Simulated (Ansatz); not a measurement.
WP$_{2}$ (space group C2/m)

```xyz
6
Lattice="4.2082 -1.5670 0.0000 4.2082 1.5670 0.0000 -3.6174 0.0000 6.4671" Properties=species:S:1:pos:R:3 pbc="T T T"
P      1.0769     0.0000     0.1613
P      3.7221     0.0000     6.3058
P      1.1844     0.0000     3.8839
P      3.6146     0.0000     2.5832
W      6.0266     0.0000     1.9004
W     -1.2276     0.0000     4.5667
```

The slice is a (100) plane (indices of the conventional cell) through the point (0.601, 0.601, 0.399) (fractional), spanned by u = [1 -1 0] and v = [001] in vectors of this cell: u (3.13 Å) and v (7.41 Å, at 90° to u). It covers one period; positions are fractions (u, v).

Computed with LDA (plane waves to 420 eV, PAW, scalar-relativistic; Ansatz, an electronic-structure program). k mesh 16×16×7. Near the nuclei the fields are pseudised (PAW); where an atom keeps semicore shells as valence, they peak there. Spin-orbit coupling is left out, though W is heavy. WP2 is run without spin polarisation. WP2 was relaxed with its symmetry unable to fall.

Three fields on this plane, each scaled to ten steps between its own extremes (0 low, 9 high; the total valence density on a logarithmic scale, the potential cut 8 eV below its top; x marks points blanked near nuclei; v = 0 in the bottom row):

Map A
```
|xxx424xx|
|xx52025x|
|54200024|
|22111112|
|12344432|
|235xxx53|
|24xxxxx4|
|24xxxxx4|
|136xxx63|
|0257x752|
|12467642|
|23578753|
|447xxx74|
|459xxx95|
|459xxx95|
|457xxx75|
|66677766|
|xx65456x|
|xxx535xx|
|xxx535xx|
```

Map B
```
|xxx585xx|
|xx28982x|
|34799974|
|88988898|
|99742479|
|982xxx28|
|86xxxxx6|
|85xxxxx5|
|860xxx06|
|9830x038|
|98631368|
|87300037|
|740xxx04|
|510xxx01|
|510xxx01|
|630xxx03|
|22100012|
|xx04440x|
|xxx575xx|
|xxx484xx|
```

Map C
```
|xxx414xx|
|xx72027x|
|87300037|
|32100012|
|12344432|
|247xxx74|
|25xxxxx5|
|15xxxxx5|
|037xxx73|
|0179x971|
|01467641|
|22122212|
|322xxx22|
|423xxx32|
|313xxx31|
|321xxx12|
|66322236|
|xx84248x|
|xxx525xx|
|xxx515xx|
```

Assign the maps to these fields: electron localisation function (ELF); valence electron density; electrostatic potential energy of an electron, from the cell's mean.

A is the valence electron density; B is the electrostatic potential energy of an electron, from the cell's mean; C is the electron localisation function (ELF).
